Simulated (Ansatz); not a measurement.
Input:

NbRu:
```
NbRu
1.0
    1.60992    -2.28080     0.00000
    1.60992     2.28080     0.00000
    0.00000     0.00000     4.20018
Nb Ru
1 1
Direct
  0.00000   0.00000   0.00000
  0.50000   0.50000   0.50000
```

This is the PBEsol-relaxed structure.

Task: All from plane-wave PAW PBEsol (Ansatz code), unless another level is named. Estimate the density of states at the Fermi level.

Result: 1.2 states/eV per atom (mean over ±0.08 eV).

Task: Predict the formation energy from the elements (no fitted shifts).

Result: -0.057 eV/atom.

Space group Cmmm. The first step of the workflow began from a Materials Project structure, measured or hypothetical; the Crystallography Open Database copy checked does not list it. COD files the formula under space group No. 123, 221. With Nb and Ru taken as one species the cell has the higher symmetry I4/mmm, so it may be an ordered model of a mixed-site phase. Whether it is the stable phase at ambient conditions was not checked. Symmetry was held in the PBEsol relaxation; its stability against distortions is not shown here. No spin polarisation was allowed. The references are the lowest solids computed at this level, not always the standard phases. Scalar-relativistic: spin–orbit coupling is off unless named, which matters more the heavier the elements.

Potentials: the later of the program's two PAW sets.
